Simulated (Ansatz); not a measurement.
In DFT-PBE+D3(BJ) in the program Ansatz with PAW potentials, CuI in the hexagonal phase (P6_422; Cu on 3d, I on 3c) relaxes to a = 4.168 Å, c = 9.643 Å. Its formation energy from the elements is 2.9 kJ/mol of atoms, with no fitted shifts.

It is gapped at this level: 0.69 eV (indirect). The valence maximum lies at A and the conduction minimum at Γ. The electron mass is 0.13, 0.14, 0.14 mₑ (principal values). The hole mass is 0.35, 0.35, 0.62 mₑ (principal values). The magnetic state found is non-magnetic (starting moments vanished).

The start of the workflow was typed in or built on a structure type; neither database checked (COD, Materials Project) lists it. It is not the phase usual at ambient conditions (space group No. 216). Symmetry was held in the PBE+D3(BJ) relaxation; whether a distortion lowers the energy is not shown. The workflow began spin-polarised and lost its moments. The volume moved by -32 % from the start of the relaxation. Point labels and valley counts follow the cell and symmetry of the run, lower than the named group. The references are the lowest solids computed at this level, not always the standard phases. Scalar-relativistic: spin–orbit coupling is off unless named, which matters more the heavier the elements.

Potentials: the later of the program's two PAW sets.
